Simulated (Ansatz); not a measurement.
# Notes on Ti4PbN3

```xyz
16
Lattice="1.5606 2.7030 0.0000 -1.5606 2.7030 0.0000 0.0000 0.0000 24.4141" Properties=species:S:1:pos:R:3 pbc="T T T"
Pb   -0.0002    1.8021    6.1035
Pb   -0.0002    3.6039   18.3106
N     0.0000    0.0000    0.0000
N     0.0000    0.0000   12.2071
Ti    0.0000    0.0000    3.7769
Ti    0.0000    0.0000   15.9839
Ti    0.0000    0.0000    8.4302
Ti    0.0000    0.0000   20.6373
Ti   -0.0002    1.8021    1.3232
Ti   -0.0002    3.6039   13.5303
Ti   -0.0002    1.8021   10.8838
Ti    0.0000    3.6042   23.0909
N     0.0002    3.6039    2.5625
N     0.0002    1.8021   14.7696
N     0.0002    3.6039    9.6446
N     0.0000    1.8018   21.8516
```

Single point in Ansatz 0.2.0 with PBE, no spin polarisation. Cutoff 420 eV, PAW datasets, 12×12×2 Γ-centred k mesh, fermi-dirac filling (width 0.1 eV).

Task: Where is the largest force?

Result: The largest is on Ti5 (and as large on other atoms): 2.10 eV/Å, components (0.00, 0.00, -2.10). It makes 56° with the line to a nearest neighbour, N13 at 2.17 Å.

Task: Is there a gap?

Result: It is a metal, with about 8.2 states/eV a cell as the mean within 0.25 eV of the Fermi level, mostly Ti d (84 %).

Task: What does the stress say?

Result: The pressure is -11.0 GPa (compression positive), so with the atoms held at these fractions the cell would first shrink; the forces are large, so a full relaxation may end otherwise. The principal stresses -14.1, -9.5, -9.5 GPa differ, so its shape would change too.

Task: What is the formation energy?

Result: -1.22 eV an atom against the elements' usual phases (free molecules for gases, crystals otherwise, with no correction for O₂ or N₂), so it is bound against them; other compounds may still compete. Relaxing would lower it.

Task: Describe some of the short contacts.

Result: Ti–N at 2.17 Å: least valence density 0.46 e/Å³ and ELF 0.19 there. Pb–Ti at 2.94 Å: least valence density 0.21 e/Å³ and ELF 0.16 there. Pb–Pb at 3.12 Å: least valence density 0.21 e/Å³ and ELF 0.24 there. Both are smooth PAW fields, read partly inside the augmentation spheres.

Origin: a known structure type with other elements, at an estimated volume, so it need not be a known compound. Caveats: many states at the Fermi level without spin polarisation, so a magnetic state may lie lower; atoms or cell far from equilibrium.
